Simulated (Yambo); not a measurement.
MoCl6 (space group P-31m, No. 162), G0W0@LDA in Yambo with this input:

```
rim_cut
gw0
dyson
el_el_corr
HF_and_locXC
ppa
em1d
RandQpts= 1000000
RandGvec= 1 Ry
EXXRLvcs= 80 Ry
VXCRLvcs= 320 Ry
Chimod= "HARTREE"
% BndsRnXp
 2 | 197 |
%
NGsBlkXp= 6 Ry
% LongDrXp
 1.0 | 1.0 | 1.0 |
%
PPAPntXp= 27.2114 eV
% GbndRnge
 1 | 197 |
%
GTermKind= "BG"
DysSolver= "n"
ExtendOut
```

On a 3×3×2 mesh, with wavefunctions cut at 80 Ry, the gap (K → Γ) is 2.537 eV and the valence edge shifts by -0.710 eV.

Q: What happens with this change: 3×3×1 mesh?

A: The gap rises by 0.070 eV, to 2.607 eV; the shift of the valence edge becomes -0.703 eV. Neither run is shown to be the converged limit.

Spin-orbit coupling is not included.

Geometry of the Materials Project entry, not relaxed at this level; primitive cell a = 6.173 Å, b = 6.173 Å, c = 5.666 Å, α = 90.00°, β = 90.00°, γ = 120.00°.

The structure is a Materials Project entry; no match was found in the copy of COD used, and its stability was not checked.

A shift is the quasiparticle energy of the state minus its LDA energy.
